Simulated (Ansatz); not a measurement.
**Sb, first-principles data**

Sb:
```xyz
2
Lattice="0.0000 3.4716 3.4716 3.4716 0.0000 3.4716 3.4716 3.4716 0.0000" Properties=species:S:1:pos:R:3 pbc="T T T"
Sb     0.0000     0.0000     0.0000
Sb     1.7358     1.7358     1.7358
```

Space group Fd-3m (No. 227), diamond; conventional cell a = 6.943 Å, b = 6.943 Å, c = 6.943 Å, α = 90.00°, β = 90.00°, γ = 90.00°.

Method: the program Ansatz at the r²SCAN level (PAW). Structure relaxed to zero pressure with the same functional. Other levels are named where they apply.

### Cell and energy

| Property | Result |
|---|---|
| Volume per atom | 41.84 Å³ |
| Density | 4.83 g/cm³ |

### Electronic structure

| Item | Result |
|---|---|
| Electronic character | metallic (no gap) |
| Density of states at the Fermi level | 0.55 states/eV per atom (mean over ±0.08 eV) |
| Gap with spin–orbit coupling | none (metallic) |

### Mechanics

| Property | Result |
|---|---|
| Bulk modulus (Birch–Murnaghan fit) | 337 kbar |
| Pressure derivative B′ | 4.0 |
| Elastic constants (relaxed ions, GPa) | C11 = 25.9, C12 = 37.3, C44 = -21.0 |
| Mechanical stability | unstable (C has a negative eigenvalue) |

The start of the workflow was typed in or built on a structure type; neither database checked (COD, Materials Project) lists it. It is not the phase usual at ambient conditions (space group No. 166). The r²SCAN relaxation kept the symmetry of its start. As this level gives no gap, shear constants depend on the k-mesh and smearing (Fermi–Dirac, 0.1 eV here). Spin–orbit coupling is left out wherever it is not named.

Potentials: the later of the program's two PAW sets.
